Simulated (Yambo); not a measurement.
BaTiO3 (space group R3m, No. 160), G0W0@LDA (Yambo, plasmon pole, terminator in G, 4×4×4 mesh): gap Z → Γ in eV by bands and screening block.

| bands (W and G) | 2 Ry | 3 Ry | 5 Ry | 6 Ry | 8 Ry |
|---|---|---|---|---|---|
| 35 | … | 4.56 | 4.26 | … | 4.18 |
| 51 | 4.96 | 4.35 | 4.10 | 4.07 | 4.05 |
| 73 | 4.92 | 4.31 | 4.06 | 4.04 | 4.04 |
| 99 | 4.90 | … | 4.04 | 4.02 | 4.03 |
| 127 | 4.90 | 4.28 | 4.04 | 4.02 | 4.04 |

Task: Estimate the withheld gaps from their neighbours; the computed values follow.

Result: 
- 35, 2 Ry: 5.16
- 35, 6 Ry: 4.23
- 99, 3 Ry: 4.29

The largest settings aren't shown to be the converged limit.

Geometry of the Materials Project entry, not relaxed at this level; primitive cell a = 4.0338 Å, b = 4.0338 Å, c = 4.0338 Å, α = 89.84°, β = 89.84°, γ = 89.84°.
